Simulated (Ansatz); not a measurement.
PbO, DFT, LDA, all-electron PAW with datasets made for the crystal, scalar-relativistic (Ansatz 0.2.0), run on 1 thread of Arm Neoverse V1 on a shared host.

The geometry is COD entry 9012700, unchecked; take it as a test cell. The listed cell was then made from it by scaling, straining or moving an atom.

Command: `ansatz run input.yaml --threads 1 --pin off --max-ram 4096MiB --backend cpu --events-out ev --progress --plain --runs-dir out`

```yaml
crystal:
  lattice:
    - [3.9744, 0.0, 0.0]
    - [0.0, 3.9744, 0.0]
    - [0.0, 0.0, 4.92156]
  atoms:
    - { symbol: Pb, position: [0.0, 0.5, 0.2351] }
    - { symbol: Pb, position: [0.5, 0.0, 0.7649] }
    - { symbol: O, position: [0.0, 0.0, 0.0] }
    - { symbol: O, position: [0.5, 0.5, 0.0] }
kpoints:
  mp_grid: { grid: [7, 7, 6] }
scf:
  occupations: { method: fermi_dirac, width: 0.03 }
hamiltonian:
  xc: lda
  pseudopotentials: { kind: all_electron, datasets: crystal }
output:
  forces: true
  stress: true
  eigenvalues: true
  efg: { contact_densities: true }
```

**Question.** How large is the problem that the program sets up?

**Answer.** 40 irreducible k-points, 1011 plane waves at Γ, 24 bands.

**Question.** Estimate the wall time and the peak memory.

**Answer.** 13 s of wall time for 10 SCF iterations, with a peak of 0.62 GiB. Times on shared machines scatter by tens of per cent.

**Question.** And the same cell and mesh by PAW (frozen-core files), asked for forces, stress, eigenvalues, efg, on the same hardware?

**Answer.** 6 s, peak memory 0.4 GiB.
